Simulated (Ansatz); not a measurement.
One crystal and one scan (energy over volume and axial ratio) at two levels, r2SCAN (plane waves to 500 eV, PAW, scalar-relativistic; Ansatz, a quantum-chemistry and plane-wave program) and PBE (plane waves to 420 eV, PAW, scalar-relativistic; Ansatz), each from its own relaxed cell and on its own mesh. The cell shown is that of r2SCAN.

TiN (rock salt)

```
CELL_PARAMETERS angstrom
      0.00000     2.11625     2.11625
      2.11625     0.00000     2.11625
      2.11625     2.11625     0.00000
ATOMIC_POSITIONS crystal
  N  0.00000 0.00000 0.00000
  Ti 0.50000 0.50000 0.50000
```

Two coordinates are scanned: the volume, and the ratio of the stretch along z (the conventional c axis) to the stretch across it. Atoms keep their fractional coordinates.

The energy includes the smearing's −TS. TiN is run without spin polarisation. TiN was relaxed with its symmetry unable to fall. With partly filled bands, the response to shear is sensitive to the k mesh, so small differences along c/a are uncertain. Percentages come from the unrounded values. Both scans cover V/V₀ from 0.960 to 1.040 and (c/a)/(c/a)₀ from 0.960 to 1.040.

Results of r2SCAN:

- Lattice constant a (Å): 4.233
- Shear modulus C′ = (C11 − C12)/2 (fit, atoms clamped) (GPa): 235

Question: What does PBE give for the same quantities?

Answer: 
```tsv
quantity	PBE	r2SCAN − PBE
Lattice constant a (Å)	4.247	-0.014 (-0.3 %)
Shear modulus C′ = (C11 − C12)/2 (fit, atoms clamped) (GPa)	220	+15 (+7 %)
```

r2SCAN gives the higher value for: shear modulus C′. r2SCAN gives the lower value for: lattice constant a. Neither level is exact: the differences show how much the result hangs on the functional.

(A scan under strain: stresses follow from slopes of the energy per volume, elastic moduli from its curvatures.)
